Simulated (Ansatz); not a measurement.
# Structures of Ta3Hg: which is lowest?

Plane-wave DFT in Ansatz with scalar-relativistic PAW potentials, cutoff 420 eV, Γ-centred meshes chosen by cell and gap, Gaussian smearing with energies taken to zero width. Every cell was relaxed (cell and atoms) in a run of its own, within the symmetry of its start. Functional: PBE.

Relaxed structures (starts from databases or built by putting these elements on another compound's sites):
A. Pm-3m, 4 atoms in the computed cell, a = 4.199 Å; sites (symmetry × multiplicity) Ta 4/mm.m × 3, Hg m-3m × 1; start: built
B. I4/mmm, 4 atoms in the computed cell, a = 4.188 Å, c = 8.524 Å; sites (symmetry × multiplicity) Ta -4m2 × 4 + 4/mmm × 2, Hg 4/mmm × 2; start: built

Question: Rank them by energy. Could pressure change the order?

Answer:
```csv
structure,group,E − E(lowest) (meV/atom),V (Å³/atom),gap on mesh (eV)
A,Pm-3m,0.0,18.50,0.00
B,I4/mmm,27.1,18.68,0.00
```

A is lowest, 27 meV/atom under B. The lowest is also the densest of these, so pressure wouldn't bring one of the others in at first order. Other structures may lie lower than all of these, and vibrations aren't counted.

Spin-orbit coupling is left out, which matters for the bands of heavy elements.